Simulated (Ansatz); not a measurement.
The relaxed structure here is a generated cell of V3Si: the first start was made by placing the elements on the sites of a structure type, and the end was not matched to a known phase here, so it may be hypothetical. Known forms of V3Si include space group No. 223.

One stationary structure of V$_{3}$Si. Space group Cmme (No. 67). These are PBEsol (plane waves to 420 eV, PAW, scalar-relativistic; Ansatz, a quantum-chemistry and plane-wave program) values and carry that method's errors.

```cif
data_Si2V6
_chemical_formula_sum 'Si2 V6'
_space_group_name_H-M_alt 'P 1'
_space_group_IT_number 1
_cell_length_a 4.69121
_cell_length_b 4.69121
_cell_length_c 5.39683
_cell_angle_alpha 90.000
_cell_angle_beta 90.000
_cell_angle_gamma 119.169
loop_
_space_group_symop_operation_xyz
  'x, y, z'
loop_
_atom_site_label
_atom_site_type_symbol
_atom_site_fract_x
_atom_site_fract_y
_atom_site_fract_z
_atom_site_occupancy
Si1 Si 0.75000 0.75000 0.00000 1
Si2 Si 0.25000 0.25000 0.00000 1
V1 V 0.25000 0.75000 0.16227 1
V2 V 0.75000 0.25000 0.83773 1
V3 V 0.88907 0.11093 0.36981 1
V4 V 0.38907 0.61093 0.63019 1
V5 V 0.11093 0.88907 0.63019 1
V6 V 0.61093 0.38907 0.36981 1
```

Q: Give the magnetic moment at the level PBEsol.

A: Zero (the starting moments vanished).

No spin polarisation in the result: the starting moments vanished.

The run could not lose the symmetry of its start: the end is stationary, and may be a saddle point rather than a minimum.
